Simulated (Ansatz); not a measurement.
## Structure relaxation, PbS

The start is a generated trial cell of PbS in the rocksalt structure type. A full variable-cell relaxation at zero pressure is run with PBEsol (plane waves to 420 eV, PAW, scalar-relativistic; Ansatz, a quantum-chemistry and plane-wave program). First-step values are on the input's coarse k-mesh.

Ansatz input (later rounds restart from its end on a renewed k-mesh):
Ansatz 0.2 input:
```yaml
crystal:
  lattice:
    - [0, 2.883795, 2.883795]
    - [2.883795, 0, 2.883795]
    - [2.883795, 2.883795, 0]
  atoms:
    - { symbol: S, position: [0, 0, 0] }
    - { symbol: Pb, position: [0.5, 0.5, 0.5] }
basis: { ecutwfc: 420, ecutrho_ratio: 4, xc_grid: 2, fft_grid_basis: typed }
kpoints: { mp_grid: { grid: [7, 7, 7] } }
hamiltonian:
  xc: pbesol
  dispersion: none
  pseudopotentials: { azcp: { folder: ./paw }, kind: paw }
scf: { occupations: { method: fermi_dirac, width: 0.05 } }
relax: { f_tol: 0.01, max_steps: 100, cell: { stress_tol: 0.02 } }
output: { forces: true, stress: true }
```

| Property | Result |
|---|---|
| Initial pressure | +4.7 GPa (positive: the cell is compressed) |
| Outcome | The space group stays Fm-3m (No. 225) (the run could not lower it); the end is rock salt type, with 2 atoms in the primitive cell |
| Energy released | 0.02 eV/atom |
| Volume change | +7.2 %, from 23.98 to 25.71 Å³/atom |
| Shortest distances (start → end) | The closest pairs of elements (up to four, under 3.6 Å), start → end: Pb–S 2.88 → 2.95 Å |
| Optimiser moves | 6 |

It ends as:

```cif
data_Pb4S4
_chemical_formula_sum 'S4 Pb4'
_space_group_name_H-M_alt 'Fm-3m'
_space_group_IT_number 225
_space_group_name_Hall '-F 4 2 3'
_cell_length_a 5.90282
_cell_length_b 5.90282
_cell_length_c 5.90282
_cell_angle_alpha 90.000
_cell_angle_beta 90.000
_cell_angle_gamma 90.000
loop_
_atom_site_label
_atom_site_type_symbol
_atom_site_symmetry_multiplicity
_atom_site_Wyckoff_symbol
_atom_site_fract_x
_atom_site_fract_y
_atom_site_fract_z
_atom_site_occupancy
S1 S 4 a 0.00000 0.00000 0.00000 1
Pb1 Pb 4 b 0.50000 0.50000 0.50000 1
```
(The calculation used a cell of 2 atoms; values per cell refer to that cell.)

Final values are on a 10×10×10 k-mesh of the relaxed cell. No spin polarisation in the result.

The run could not lose the symmetry of its start.

All atoms sit on sites fixed by symmetry, so only the cell could relax.
